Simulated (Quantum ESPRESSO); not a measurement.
## Ge6PGa (a curve over one atom's position)

A calculation, not a measurement. The program is pw.x of Quantum ESPRESSO 7.5 (plane-wave density functional theory). The cell is made up: 8 atoms on a zincblende/diamond lattice, with randomly drawn elements, strain and displacements, not relaxed. PseudoDojo standard norm-conserving files (v0.5 for PBE, v0.4.1 for LDA and PBEsol) set the functional; there is no spin polarisation, spin-orbit coupling or dispersion term, and the masses in the input are unused placeholders.

Seven runs move atom 8 (Ge, counted in the order of the input) along z and keep all else fixed.

Input of the run at -0.0319:

```
&control calculation='scf', pseudo_dir='./dojo.nc.sr.pbe.v0_5.standard.upf', outdir='./o', disk_io='low', tprnfor=.true., tstress=.true. /
&system ibrav=0, nat=8, ntyp=3, nbnd=61, ecutwfc=79.96652505, nosym=.true., tot_charge=0,
 occupations='smearing', smearing='fd', degauss=0.0073498644
/
&electrons conv_thr=7.350e-09, electron_maxstep=60, /
ATOMIC_SPECIES
Ga 1.0 Ga.upf
Ge 1.0 Ge.upf
P 1.0 P.upf
CELL_PARAMETERS angstrom
5.5205 -0.0348 -0.0732
-0.0348 5.7191 0.0449
-0.0732 0.0449 5.582
ATOMIC_POSITIONS angstrom
Ge -0.1423 -0.0048 -0.0097
P -0.0843 3.045 2.7575
Ge 2.6647 -0.0621 2.7199
Ga 2.8165 2.7041 -0.0167
Ge 1.2881 1.4282 1.4168
Ge 1.3554 4.2321 4.1493
Ge 3.917 1.465 4.3249
Ge 4.1003 4.3156 1.3602
K_POINTS automatic
6 6 6 1 1 1
```

```
shift of atom 8 along z (Å)  free energy less that of the input shown (eV)  Fx on atom 8 (eV/Å)  Fy on atom 8 (eV/Å)  Fz on atom 8 (eV/Å)  pressure (GPa)  iterations
                    -0.1778                                         0.1245               -1.573               -1.193                1.788            6.53          10
                    -0.1581                                         0.0917               -1.523               -1.130                1.539            6.48          10
                    -0.1000                                         0.0239               -1.390               -0.953                0.793            6.36          10
                    -0.0319                                         0.0000               -1.262               -0.758               -0.092            6.32          10
                    +0.1119                                         0.1466               -1.086               -0.380               -1.933            6.55          10
                    +0.1519                                         0.2338               -1.058               -0.279               -2.423            6.69          10
                    +0.1783                                         0.3019               -1.043               -0.213               -2.738            6.80          10
```

A cubic fit gives dFz/dz = -12.97 eV/Å² at zero shift. Across the table the free energy follows the integral of the force to within 0.1 meV. A rerun of one of the cells at 1377 eV and a 8 x 8 x 8 mesh moved values by no more than 0.003 eV in energy, 0.02 GPa in stress and 0.007 eV/Å in force.